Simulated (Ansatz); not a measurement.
Relaxation of a generated cell, WC built in the AFLOW prototype AB_hP12_194_df_ce (B18, as in CuS); 12 atoms in the cell, which starts as P6₃/mmc (No. 194), hP12; a = b = 3.4339 Å, c = 14.1485 Å, α = β = 90.00°, γ = 120.00°. Computed with PBE (plane waves to 420 eV, PAW, scalar-relativistic; Ansatz, a quantum-chemistry and plane-wave program). Γ-centred k-mesh 6×6×2 on the run's cell (coarser than for final values), Fermi–Dirac smearing 0.05 eV. This is the first round of the run. 

The optimiser's lines from the output (shortened; P is positive under compression):

```
relax step   1: F+E_penalty+E_count = -63802.93051122 eV  Δ(F+E_penalty+E_count) = +0.000e0 eV  max|allowed force component| = 2.708e0 eV/Å  Δτ_max = 0.0000 Å  P = +15.241 GPa  Ω = 144.485 Å³  (8 SCF iters, dr2 threshold 1.00e-7 eV, accepted)
relax step   2: F+E_penalty+E_count = -63804.38021545 eV  Δ(F+E_penalty+E_count) = -1.450e0 eV  max|allowed force component| = 1.341e0 eV/Å  Δτ_max = 0.1337 Å  P = -6.316 GPa  Ω = 151.491 Å³  (7 SCF iters, dr2 threshold 1.20e-6 eV, accepted)
relax step   3: F+E_penalty+E_count = -63805.10727235 eV  Δ(F+E_penalty+E_count) = -7.271e-1 eV  max|allowed force component| = 5.113e-1 eV/Å  Δτ_max = 0.1356 Å  P = -5.479 GPa  Ω = 147.384 Å³  (7 SCF iters, dr2 threshold 1.20e-6 eV, accepted)
relax step   4: F+E_penalty+E_count = -63805.19817850 eV  Δ(F+E_penalty+E_count) = -9.091e-2 eV  max|allowed force component| = 6.089e-1 eV/Å  Δτ_max = 0.0145 Å  P = -1.200 GPa  Ω = 144.604 Å³  (6 SCF iters, dr2 threshold 1.20e-6 eV, accepted)
relax step   5: F+E_penalty+E_count = -63805.34262385 eV  Δ(F+E_penalty+E_count) = -1.444e-1 eV  max|allowed force component| = 4.456e-1 eV/Å  Δτ_max = 0.0744 Å  P = +0.341 GPa  Ω = 142.988 Å³  (6 SCF iters, dr2 threshold 1.20e-6 eV, accepted)
relax step   6: F+E_penalty+E_count = -63805.45441256 eV  Δ(F+E_penalty+E_count) = -1.118e-1 eV  max|allowed force component| = 2.409e-1 eV/Å  Δτ_max = 0.1116 Å  P = +1.354 GPa  Ω = 142.287 Å³  (6 SCF iters, dr2 threshold 1.20e-6 eV, accepted)
relax step   7: F+E_penalty+E_count = -63805.77376083 eV  Δ(F+E_penalty+E_count) = -3.193e-1 eV  max|allowed force component| = 2.561e-1 eV/Å  Δτ_max = 0.1953 Å  P = +3.808 GPa  Ω = 142.905 Å³  (6 SCF iters, dr2 threshold 1.20e-6 eV, accepted)
relax step   8: F+E_penalty+E_count = -63805.88368970 eV  Δ(F+E_penalty+E_count) = -1.099e-1 eV  max|allowed force component| = 4.726e-1 eV/Å  Δτ_max = 0.1953 Å  P = +0.168 GPa  Ω = 146.192 Å³  (6 SCF iters, dr2 threshold 1.20e-6 eV, accepted)
relax step   9: F+E_penalty+E_count = -63805.93245789 eV  Δ(F+E_penalty+E_count) = -4.877e-2 eV  max|allowed force component| = 1.768e-1 eV/Å  Δτ_max = 0.1257 Å  P = -2.149 GPa  Ω = 148.026 Å³  (6 SCF iters, dr2 threshold 1.20e-6 eV, accepted)
relax step  10: F+E_penalty+E_count = -63805.95796955 eV  Δ(F+E_penalty+E_count) = -2.551e-2 eV  max|allowed force component| = 3.669e-2 eV/Å  Δτ_max = 0.0423 Å  P = +0.871 GPa  Ω = 146.530 Å³  (6 SCF iters, dr2 threshold 1.20e-6 eV, accepted)
relax step  11: F+E_penalty+E_count = -63805.95873913 eV  Δ(F+E_penalty+E_count) = -7.696e-4 eV  max|allowed force component| = 1.744e-3 eV/Å  Δτ_max = 0.0061 Å  P = -0.005 GPa  Ω = 147.057 Å³  (6 SCF iters, dr2 threshold 1.20e-6 eV, accepted)
relax step  12: F+E_penalty+E_count = -63805.95870582 eV  Δ(F+E_penalty+E_count) = +3.332e-5 eV  max|allowed force component| = 6.480e-4 eV/Å  Δτ_max = 0.0009 Å  P = +0.002 GPa  Ω = 147.091 Å³  (6 SCF iters, dr2 threshold 1.32e-8 eV, accepted)
relax step  13: F+E_penalty+E_count = -63805.96862354 eV  Δ(F+E_penalty+E_count) = -9.918e-3 eV  max|allowed force component| = 1.042e-3 eV/Å  Δτ_max = 0.0000 Å  P = +0.070 GPa  Ω = 147.091 Å³  stress off target by 1.44e-1 GPa  SCF on the basis re-selected at this cell (its energy is not comparable with the rows above)  (6 SCF iters)
relax step  14: F+E_penalty+E_count = -63805.96865843 eV  Δ(F+E_penalty+E_count) = -3.489e-5 eV  max|allowed force component| = 3.633e-4 eV/Å  Δτ_max = 0.0004 Å  P = -0.006 GPa  Ω = 147.087 Å³  (6 SCF iters, dr2 threshold 5.21e-8 eV, accepted)
relax step  15: F+E_penalty+E_count = -63805.96863685 eV  Δ(F+E_penalty+E_count) = +2.158e-5 eV  max|allowed force component| = 3.827e-4 eV/Å  Δτ_max = 0.0000 Å  P = -0.006 GPa  Ω = 147.087 Å³  stress off target by 1.07e-2 GPa  SCF on the basis re-selected at this cell (its energy is not comparable with the rows above)  (8 SCF iters)
```

From the first to the last row the energy changes by -0.25 eV/atom and the volume by +1.8 %. The last row is marked as not comparable with the walk above it, whose basis was carried along; it does compare with step 1, since both stand on a basis selected at the nominal cutoff for their own cell.

Later rounds, restarted from the end of this one on a renewed k-mesh, logged 8 more steps and released under 0.01 eV/atom more. The final structure after all rounds: P6₃/mmc (No. 194), hP12; a = b = 3.530 Å, c = 13.652 Å, α = β = 90.00°, γ = 120.00°. Between re-selections the logged energies stand on a plane-wave basis carried along with the cell. No spin polarisation in the result.

The run could not lose the symmetry of its start, so the end can be a saddle point.

The relaxed structure here is a generated cell of WC: the first start was made by placing the elements on the sites of a structure type, and the end was not matched to a known phase here, so it may be hypothetical. Known forms of WC include space group No. 187.
